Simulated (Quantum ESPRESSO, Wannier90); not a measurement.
## SiGe (wurtzite): Wannier90 run

```
SiGe
1.0
    3.90445     0.00000     0.00000
   -1.95223     3.38135     0.00000
    0.00000     0.00000     6.45078
Si Ge
2 2
Direct
  0.66667   0.33333   0.87461
  0.33333   0.66667   0.37461
  0.66667   0.33333   0.50039
  0.33333   0.66667   0.00039
```

Cell from Materials Project (mp-978534), symmetrised, no further relaxation. Not found in the COD (Crystallography Open Database) copy used; not checked further. Level: PBEsol, spinors with spin-orbit coupling; pw.x of Quantum ESPRESSO at 63 Ry with PseudoDojo potentials, 6×6×4 k-points, Wannier90. Density: 12×12×6 mesh, Gaussian smearing 0.01 Ry. The gap is small at this level and was sampled on the meshes and a path alone.

The plane-wave run has 72 bands and 36 electrons a cell. On the energy scale of pw.x, whose zero is arbitrary, the valence-band maximum lies at 8.19 eV.

Isolated groups of bands, relative to the valence-band maximum (bands from 37 on overlap up to the last one computed):

| bands | from (eV) | to (eV) | filling | weight on atomic waves |
|---|---|---|---|---|
| 1–8 | -25.04 | -25.03 | filled | Ge 3d 100 % |
| 9–20 | -24.47 | -24.44 | filled | Ge 3d 100 % |
| 21–24 | -12.71 | -8.98 | filled | Ge 4s 44 %, Si 3s 25 %, Si 3p 19 % |
| 25–36 | -8.17 | 0.00 | filled | Ge 4p 44 %, Si 3p 38 %, Si 3s 11 % |

Input w.win, without the blocks of cell, atoms and k-points (144 lines):

```
num_bands = 52
num_wann = 34
exclude_bands = 1-20
spinors = true
num_iter = 1000
conv_tol = 1.0e-6
conv_window = 4
dis_num_iter = 1000
dis_conv_tol = 1.0e-6
dis_froz_max = 9.99
write_hr = true
write_u_matrices = true
begin projections
f=-0.32516,0.33709,-0.13185: s;p
f=0.33691,-0.33735,0.36796: s;p
f=-0.33567,0.32977,-0.49210: s;p
f=0.33656,-0.32605,0.00713: s;p
end projections
mp_grid = 6 6 4
```

**Question.** This input has a fault. Which, and what does the program do?

**Answer.** wannier90.x -pp stops with:
```
w90_readwrite_get_projections: too few projection functions defined
```
The projections block defines fewer trial orbitals than num_wann. Mended as below, all else unchanged, the run goes through (Ω_I = 51.0 Å²) and follows the plane-wave bands to 18 meV rms (states up to 1.3 eV relative to the valence-band maximum).
```
num_wann = 32
```
